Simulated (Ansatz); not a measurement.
Input:

InMo3C:
```
InMo3C
1.0
    4.21428     0.00000     0.00000
    0.00000     4.21428     0.00000
    0.00000     0.00000     4.21428
In Mo C
1 3 1
Direct
  0.00000   0.00000   0.00000
  0.00000   0.50000   0.50000
  0.50000   0.00000   0.50000
  0.50000   0.50000   0.00000
  0.50000   0.50000   0.50000
```

This is the PBE-relaxed structure.

Task: All from plane-wave PAW PBE (Ansatz code), unless another level is named. Give the electronic character.

Result: metallic (no gap).

Task: Next, the density of states at the Fermi level?

Result: 0.78 states/eV per atom (mean over ±0.08 eV).

Task: What about the formation energy from the elements (no fitted shifts)?

Result: 0.17 eV/atom.

Task: And the gap with spin–orbit coupling?

Result: none (metallic).

Space group Pm-3m (anti-perovskite). The start of the workflow was typed in or built on a structure type; neither database checked (COD, Materials Project) lists it. Its standing as an ambient phase is unchecked. Symmetry was held in the PBE relaxation; whether a distortion lowers the energy is not shown. No spin polarisation was allowed. Its formation energy is positive at this level, so the cell may be metastable or incomplete. The references are the lowest solids computed at this level, not always the standard phases. Scalar-relativistic: spin–orbit coupling is off unless named, which matters more the heavier the elements.

Potentials: the later of the program's two PAW sets.
